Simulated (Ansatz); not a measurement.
Relaxation of a randomly generated symmetric cell of ZnCu2SnSe4 (space group No. 139); 8 atoms in the cell, which starts as I4/mmm (No. 139), tI16; a = b = 6.848 Å, c = 8.962 Å, α = β = γ = 90.00°. These are PBEsol (plane waves to 420 eV, PAW, scalar-relativistic; Ansatz, a first-principles code) values and carry that method's errors. Γ-centred k-mesh 5×5×5 on the run's cell (coarser than for final values), Fermi–Dirac smearing 0.05 eV. This is the first round of the run. 

The optimiser's lines from the output (shortened; P is positive under compression):

```
relax step   1: F+E_penalty+E_count = -44100.66862579 eV  Δ(F+E_penalty+E_count) = +0.000e0 eV  max|allowed force component| = 4.517e0 eV/Å  Δτ_max = 0.0000 Å  P = +3.524 GPa  Ω = 210.121 Å³  (9 SCF iters, dr2 threshold 1.00e-7 eV, accepted)
relax step   2: F+E_penalty+E_count = -44101.82957917 eV  Δ(F+E_penalty+E_count) = -1.161e0 eV  max|allowed force component| = 1.068e0 eV/Å  Δτ_max = 0.0844 Å  P = +0.812 GPa  Ω = 214.865 Å³  (9 SCF iters, dr2 threshold 8.00e-7 eV, accepted)
relax step   3: F+E_penalty+E_count = -44102.00417217 eV  Δ(F+E_penalty+E_count) = -1.746e-1 eV  max|allowed force component| = 2.971e-1 eV/Å  Δτ_max = 0.0182 Å  P = +0.774 GPa  Ω = 215.046 Å³  (8 SCF iters, dr2 threshold 8.00e-7 eV, accepted)
relax step   4: F+E_penalty+E_count = -44102.03498842 eV  Δ(F+E_penalty+E_count) = -3.082e-2 eV  max|allowed force component| = 5.314e-2 eV/Å  Δτ_max = 0.0002 Å  P = -0.086 GPa  Ω = 219.079 Å³  (7 SCF iters, dr2 threshold 8.00e-7 eV, accepted)
relax step   5: F+E_penalty+E_count = -44102.03584682 eV  Δ(F+E_penalty+E_count) = -8.584e-4 eV  max|allowed force component| = 4.332e-3 eV/Å  Δτ_max = 0.0020 Å  P = +0.051 GPa  Ω = 218.609 Å³  (5 SCF iters, dr2 threshold 1.76e-7 eV, accepted)
relax step   6: F+E_penalty+E_count = -44102.03584424 eV  Δ(F+E_penalty+E_count) = +2.586e-6 eV  max|allowed force component| = 2.884e-4 eV/Å  Δτ_max = 0.0000 Å  P = +0.002 GPa  Ω = 218.802 Å³  (7 SCF iters, dr2 threshold 1.12e-8 eV, accepted)
relax step   7: F+E_penalty+E_count = -44102.04061708 eV  Δ(F+E_penalty+E_count) = -4.773e-3 eV  max|allowed force component| = 5.800e-4 eV/Å  Δτ_max = 0.0000 Å  P = +0.034 GPa  Ω = 218.802 Å³  stress off target by 1.02e-1 GPa  SCF on the basis re-selected at this cell (its energy is not comparable with the rows above)  (10 SCF iters)
relax step   8: F+E_penalty+E_count = -44102.04068168 eV  Δ(F+E_penalty+E_count) = -6.460e-5 eV  max|allowed force component| = 1.353e-3 eV/Å  Δτ_max = 0.0020 Å  P = +0.004 GPa  Ω = 219.002 Å³  (6 SCF iters, dr2 threshold 2.60e-8 eV, accepted)
relax step   9: F+E_penalty+E_count = -44102.04072213 eV  Δ(F+E_penalty+E_count) = -4.045e-5 eV  max|allowed force component| = 1.396e-3 eV/Å  Δτ_max = 0.0000 Å  P = +0.004 GPa  Ω = 219.002 Å³  stress off target by 9.40e-3 GPa  SCF on the basis re-selected at this cell (its energy is not comparable with the rows above)  (8 SCF iters)
```

From the first to the last row the energy changes by -0.17 eV/atom and the volume by +4.2 %. The last row is marked as not comparable with the walk above it, whose basis was carried along; it does compare with step 1, since both stand on a basis selected at the nominal cutoff for their own cell.

Later rounds, restarted from the end of this one on a renewed k-mesh, logged 3 more steps and released under 0.01 eV/atom more. The final structure after all rounds: I4/mmm (No. 139), tI16; a = 6.6629 Å, b = 6.6629 Å, c = 9.8634 Å, α = 90.00°, β = 90.00°, γ = 90.00°. Between re-selections the logged energies stand on a plane-wave basis carried along with the cell. No spin polarisation in the result.

The run could not lose the symmetry of its start: the end is stationary, and may be a saddle point rather than a minimum.

The relaxed structure here is a generated cell of ZnCu2SnSe4: the first start was made by a random draw of sites in a space group, and the end was not matched to a known phase here, so it may be hypothetical. Known forms of ZnCu2SnSe4 include space group No. 82.
